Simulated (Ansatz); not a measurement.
A geometry of RbAu away from equilibrium: the start of the relaxation of a relaxed RbAu cell, doubled along one cell vector, shaken by Gaussian noise of σ = 0.08 Å a coordinate. Calculation: r2SCAN (plane waves to 500 eV, PAW, scalar-relativistic; Ansatz, a first-principles code). Γ-centred k-mesh 7×4×5 on the run's cell (coarser than for final values), Fermi–Dirac smearing 0.05 eV.

```xyz
8
Lattice="5.9324 0.0000 0.0000 -5.9324 10.2752 0.0000 0.0000 0.0000 6.9164" Properties=species:S:1:pos:R:3:forces:R:3 pbc="T T T" free_energy=-65767.228 pressure_GPa=0.2
Au     0.0166     3.4081     1.7159    0.0656    0.0833   -0.0751
Au    -2.9612     8.4496     1.6665    0.2492    0.1787    0.0802
Au     2.9163     1.8088     5.3708    0.0558   -0.0179   -0.3477
Au     0.1164     7.0673     5.1697   -0.3281   -0.1767    0.0499
Rb     0.0226     3.5754     5.0934   -0.0556   -0.0105    0.1141
Rb    -3.0757     8.5919     5.1975    0.3612    0.1849   -0.0722
Rb     3.0468     1.6963     1.6455   -0.0620   -0.0310    0.3222
Rb     0.1654     6.9814     1.7644   -0.2861   -0.2106   -0.0716
```

Positions in Å, forces in eV/Å, free energy of the cell in eV (comparable only within this code, potentials and settings). Largest force: 0.41 eV/Å, on Rb6 (atoms numbered as listed); the geometry lies 0.02 eV/atom above the end of its relaxation.

No spin polarisation in the result.

The end of the path is a generated cell of RbAu: the first start was made by placing the elements on the sites of a structure type, and the end was not matched to a known phase here, so it may be hypothetical. Known forms of RbAu include space group No. 221.
